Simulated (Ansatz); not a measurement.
Ansatz (a quantum-chemistry and plane-wave program) input:

Ansatz 0.2 input:
```yaml
crystal:
  lattice:
    - [-3.6287830404, 3.6287830404, 1.9500726232]
    - [3.6287830404, -3.6287830404, 1.9500726232]
    - [3.6287830404, 3.6287830404, -1.9500726232]
  atoms:
    - { symbol: Sr, position: [0.75, 0.25, 0.5] }
    - { symbol: Sr, position: [0.0, 0.0, 0.0] }
kpoints:
  mp_grid: { grid: [9, 9, 9] }
  band_path:
    path:
      - [[0.0, 0.0, 0.0], [0.0, 0.0, 0.5], [-0.5, 0.5, 0.5], [0.0, 0.0, 0.0], [0.32219707, 0.32219707, -0.32219707]]  # Γ-X-M-Γ-Z
      - [[-0.32219707, 0.67780293, 0.32219707], [-0.5, 0.5, 0.5]]  # Z_0-M
      - [[0.0, 0.0, 0.5], [0.25, 0.25, 0.25], [0.0, 0.5, 0.0], [0.0, 0.0, 0.0]]  # X-P-N-Γ
    npoints: 9
basis: { xc_grid: 2 }
hamiltonian:
  xc: pbesol
  pseudopotentials: { azcp: { folder: ./paw }, kind: paw_fr }
magnetization: { noncollinear: true, spin_orbit: true }
scf:
  n_extra_bands: 12
  convergence: { dr2_threshold: 0.0000000001 }
  occupations: { method: gaussian, width: 0.05 }
output: { eigenvalues: true }
```

Output (shortened):

```
Pseudopotential: Sr, paw, valence charge 10
Functional definition: PBEsol
non-collinear run that drives no moment, with spin-orbit …
Crystal: 2 atoms, lattice volume = 102.715 Å³
Basis set: ecut = 420 eV, 1991 PW (Γ), exchange–correlation on 80×80×80 points (8 copies of the dense FFT grid, shifted against one another)
Bands: 32, of which v1, the nominal top of the filled ones, is band 20 counted from 1 (19 counted from 0)
Symmetry: 16 space group operations + 16 with time reversal
k-points: 75 of 729
Projection manifold: j_resolved (fully-relativistic pseudo-atomic orbitals)
SCF iter   1: F=—  HF=-6985.145909 eV  |F-HF|=—  |Δ(HF+E_count)|=         —  Δρ=6.78e-3  dr2=7.63e-2  dr2_m=0.00e0 (ungated)  ethr=3.10e-3  |M|=0.00e0 ∫|m|=0.00e0 μB  |m|>n=0.0e0 m-floor=0.0e0 τ_xc=0.0e0  β_m=0.30  ⟨swp⟩=12.5  Hψ=8363  notcnv=0  defer=32
preconditioner: auto → none
SCF iter   2: F=—  HF=-6985.145222 eV  |F-HF|=—  |Δ(HF+E_count)|=   6.86e-4  Δρ=4.59e-3  dr2=3.24e-2  dr2_m=0.00e0 (ungated)  ethr=3.81e-4  |M|=0.00e0 ∫|m|=0.00e0 μB  |m|>n=0.0e0 m-floor=0.0e0 τ_xc=0.0e0  β_m=0.58  ⟨swp⟩=2.1  Hψ=1653  notcnv=0  defer=238
preconditioner: auto → Kerker (q_TF=auto, 2.077 Å⁻¹)
spin=Noncollinear: Kerker preconditioning applied to the charge; magnetization (m_x, m_y, m_z) channels mix plain (no charge-response kernel on spin).
SCF iter   3: F=—  HF=-6985.147803 eV  |F-HF|=—  |Δ(HF+E_count)|=   2.58e-3  Δρ=9.69e-4  dr2=1.32e-3  dr2_m=0.00e0 (ungated)  ethr=1.62e-4  |M|=0.00e0 ∫|m|=0.00e0 μB  |m|>n=0.0e0 m-floor=0.0e0 τ_xc=0.0e0  β_m=0.79  ⟨swp⟩=4.0  Hψ=2133  notcnv=0  defer=342
SCF iter   4: F=—  HF=-6985.147700 eV  |F-HF|=—  |Δ(HF+E_count)|=   1.03e-4  Δρ=4.24e-4  dr2=1.11e-4  dr2_m=0.00e0 (ungated)  ethr=6.61e-6  |M|=0.00e0 ∫|m|=0.00e0 μB  |m|>n=0.0e0 m-floor=0.0e0 τ_xc=0.0e0  β_m=0.73  ⟨swp⟩=2.0  Hψ=1762  notcnv=0  defer=342
SCF iter   5: F=—  HF=-6985.147687 eV  |F-HF|=—  |Δ(HF+E_count)|=   1.26e-5  Δρ=1.36e-4  dr2=1.44e-5  dr2_m=0.00e0 (ungated)  ethr=5.54e-7  |M|=0.00e0 ∫|m|=0.00e0 μB  |m|>n=0.0e0 m-floor=0.0e0 τ_xc=0.0e0  β_m=0.87  ⟨swp⟩=2.7  Hψ=1794  notcnv=0  defer=342
SCF iter   6: F=—  HF=-6985.147692 eV  |F-HF|=—  |Δ(HF+E_count)|=   4.28e-6  Δρ=1.61e-5  dr2=4.49e-7  dr2_m=0.00e0 (ungated)  ethr=7.20e-8  |M|=0.00e0 ∫|m|=0.00e0 μB  |m|>n=0.0e0 m-floor=0.0e0 τ_xc=0.0e0  β_m=0.93  ⟨swp⟩=2.5  Hψ=1505  notcnv=0  defer=342
SCF iter   7: F=—  HF=-6985.147751 eV  |F-HF|=—  |Δ(HF+E_count)|=   5.93e-5  Δρ=2.98e-6  dr2=1.49e-8  dr2_m=0.00e0 (ungated)  ethr=2.25e-9  |M|=0.00e0 ∫|m|=0.00e0 μB  |m|>n=0.0e0 m-floor=0.0e0 τ_xc=0.0e0  β_m=0.97  ⟨swp⟩=2.3  Hψ=1674  notcnv=0  defer=344
SCF iter   8: F=—  HF=-6985.147751 eV  |F-HF|=—  |Δ(HF+E_count)|=  1.99e-10  Δρ=6.70e-7  dr2=6.07e-10  dr2_m=0.00e0 (ungated)  ethr=7.46e-11  |M|=0.00e0 ∫|m|=0.00e0 μB  |m|>n=0.0e0 m-floor=0.0e0 τ_xc=0.0e0  β_m=0.98  ⟨swp⟩=2.5  Hψ=1619  notcnv=0  defer=346
SCF iter   9: F=-6985.147751 eV  HF=-6985.147751 eV  |F-HF|=1.18e-11  |Δ(HF+E_count)|=  1.83e-10  Δρ=1.32e-7  dr2=1.61e-11  dr2_m=0.00e0 (ungated)  ethr=1.00e-12  |M|=0.00e0 ∫|m|=0.00e0 μB  |m|>n=0.0e0 m-floor=0.0e0 τ_xc=0.0e0  ⟨swp⟩=12.0  Hψ=5772  notcnv=0
SCF 1 converged in 9 iterations: F = -6985.147751 eV  dr2 = 1.61e-11
NSCF: frozen V_eff on 75 k-points
SCF converged after 9 iterations
Magnetization: |M| = 0.0000 μB,  M = (+0.0000, +0.0000, +0.0000) μB
Absolute magnetization: 0.0000 μB (∫|m|)
  site 0: m = (+0.0000, +0.0000, +0.0000) μB, |m| = 0.0000 μB  (R = 1.55 Å)
  site 1: m = (+0.0000, +0.0000, +0.0000) μB, |m| = 0.0000 μB  (R = 1.55 Å)
Free energy (F): -6985.147751 eV
Harris-Foulkes:  -6985.147751 eV  (|F-HF|=1.18e-11)
Internal energy: -6985.145263 eV  (E = F + TS)
E sigma→0 (E₀):  -6985.146507 eV
Entropy (-TS):   -0.002487 eV (-1.244 meV/atom)
Fermi energy:    5.331963 eV
--- Per-component energies (eV) ---
  E_band       = -264.655612
  E_kinetic    = 463.813728
  E_local      = -1566.176473  (includes V_loc(G=0)·N_el)
  E_nonlocal   = 468.807531
  E_hartree    = 381.365396
  E_xc         = -345.121977
  E_vxc        = -307.412785  (∫ρ·V_xc dr)
  E_paw        = -5280.875846  (= ΣΔE_a)
  E_vpaw       = -86.418401  (= ΣTr[D̂ρ^β])
  E_aug_tail   = -0.000027  (compensation charges beyond the density's cutoff)
  E_ewald      = -1107.227341
  E_core_change = 0.269745  (= ΣΔE_core)
  E_smearing   = -0.002487  (= −TS)
  E_closure    =  0.000000  (closes the sum)
  Σ components = -6985.147751   (vs F -6985.147751, Δ=0.00e0)
  [band-id]    e_kinetic+e_local+e_nonlocal+2·e_hartree+e_vxc+e_vpaw+e_augmentation_tail = -264.655635   (vs E_band -264.655612, Δ=-2.26e-5)
--- Band table (eV; the first three rows and the last of 75) ---
  k-point 0: bands = ["-31.1042", "-31.1042", "-31.0528", "-31.0528", "-13.9507", "-13.9507", "-13.7591", "-13.7591", "-12.8917", "-12.8917", "-12.6895", "-12.6895", "-12.5931", "-12.5931", "-12.5755", "-12.5755", "1.7678", "1.7678", "4.9034", "4.9034", …
  k-point 1: bands = ["-31.1027", "-31.1027", "-31.0543", "-31.0543", "-13.9452", "-13.9452", "-13.7651", "-13.7651", "-12.8835", "-12.8835", "-12.6886", "-12.6886", "-12.5963", "-12.5963", "-12.5847", "-12.5847", "1.8616", "1.8616", "4.9205", "4.9205", …
  k-point 2: bands = ["-31.0982", "-31.0982", "-31.0587", "-31.0587", "-13.9294", "-13.9294", "-13.7825", "-13.7825", "-12.8597", "-12.8597", "-12.6872", "-12.6872", "-12.6103", "-12.6103", "-12.6040", "-12.6040", "2.1365", "2.1365", "4.8220", "4.8220", …
  k-point 74: bands = ["-31.0789", "-31.0789", "-31.0774", "-31.0774", "-13.8807", "-13.8807", "-13.8744", "-13.8744", "-12.8070", "-12.8070", "-12.7890", "-12.7890", "-12.5813", "-12.5813", "-12.5658", "-12.5658", "3.9896", "3.9896", "4.2130", "4.2130", …
```

Cost: about 100 core-seconds (a rough figure) on shared cores.

Space group I4_1/amd (β-Sn type). The first step of the workflow began from a Materials Project structure, measured or hypothetical; the Crystallography Open Database copy checked does not list it. It is not the phase usual at ambient conditions (space group No. 225). Symmetry was held in the PBEsol relaxation; phonons show weakly imaginary modes.

Potentials: the earlier of the program's two PAW sets. The files were generated under PBE; for other functionals the program regenerates the frozen cores, and for LDA and PBEsol the local potential too.

Ansatz is a plane-wave DFT program.
